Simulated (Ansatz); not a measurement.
Formation energies in the Mg–O system, lowest calculated structure of each composition. These are r2SCAN (plane waves to 500 eV, PAW, scalar-relativistic; Ansatz, a first-principles code) values and carry that method's errors. Element references, the lowest calculated here: Mg (P6₃/mmc), O (C2/m, ferromagnetic, forced by one molecule a cell; α-O2 is antiferromagnetic); gases are represented by their molecular solids.

```
phase   x(O)  space group  E_f (eV/atom)  above hull (eV/atom)
-----  -----  -----------  -------------  --------------------
Mg     0.000      P6₃/mmc           0.00                  0.00
MgO    0.500        Fm-3m          -2.96                  0.00
MgO2   0.667        P3₁21          -1.53                  0.44
O      1.000         C2/m           0.00                  0.00
```

For MgO2 a lower structure may exist, so the energies are upper bounds and are not judged. On the hull: MgO.

Hull of the energies calculated here, no anion corrections, zero temperature, no zero-point energy; an uncalculated phase could lie lower. Values are rounded to 0.01 eV/atom. Not shown to be the ambient phase of their composition (a lower form may be missing, and a cell relaxed within its start's symmetry can be a saddle point): MgO2 (P3₁21). The compounds carry no spin polarisation.
